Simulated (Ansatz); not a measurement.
# SnSe (Fm-3m), an elastic constant from a strain scan

The calculation used DFT LDA, scalar-relativistic, plane waves, PAW (Ansatz 0.2.0). The runs took a 420 eV cutoff, a Γ-centred 8×8×8 mesh and Gaussian smearing (0.05 eV). No spin polarisation. Energies are free energies at this smearing, counted from the undisturbed cell; pressure is positive in compression.

The starting cell (relaxed at this level; this rock-salt form isn't the usual structure):

```
CELL_PARAMETERS angstrom
0.00000 2.94665 2.94665
2.94665 0.00000 2.94665
2.94665 2.94665 0.00000
ATOMIC_POSITIONS crystal
Sn 0.00000 0.00000 0.00000
Se 0.50000 0.50000 0.50000
```

The cell is strained by ε times the Voigt pattern (1, 0, 0, 0, 0, 0) (xx, yy, zz, yz, xz, xy; engineering shear) with fractional coordinates fixed. The cell holds 2 atoms in V0 = 51.17 Å³. The stress column is τ = (1/V0) dE/dε, got from the stress tensor σ (compression positive) at each point as −det(1 + εP) σ : P(1 + εP)⁻¹, with P the pattern as a tensor.

```csv
ε,ΔE (meV/atom),τ (GPa)
-0.1000,183.688,-26.969
-0.0750,94.418,-17.991
-0.0500,38.080,-10.491
-0.0250,8.593,-4.534
0.0000,0.000,0.014
0.0250,7.127,3.378
0.0500,25.693,5.779
0.0750,52.251,7.413
0.0875,67.653,7.994
0.1000,?,?
```

Which combination of elastic constants does this scan measure, and how large is it?

For small ε, τ = τ0 + Kε with K = pᵀCp, which for this pattern is C11 in the cubic axes. The parabola through τ at ε = -0.0250, 0 and 0.0250 has slope K = 158 GPa at zero. The energies per cell, E = NΔE, of the same two points give K = 2[E(ε₊)/ε₊ − E(ε₋)/ε₋]/[(ε₊ − ε₋)V0] = 158 GPa, in agreement.

Predict the withheld row at ε = 0.1000 from the harmonic law, and compare.

ΔE = V0(τ0 ε + Kε²/2)/N = 126.576 meV/atom and τ = 15.84 GPa. The calculation gives 84.078 meV/atom and 8.44 GPa: the energy lies 34 % below the harmonic value, as bonds soften when stretched.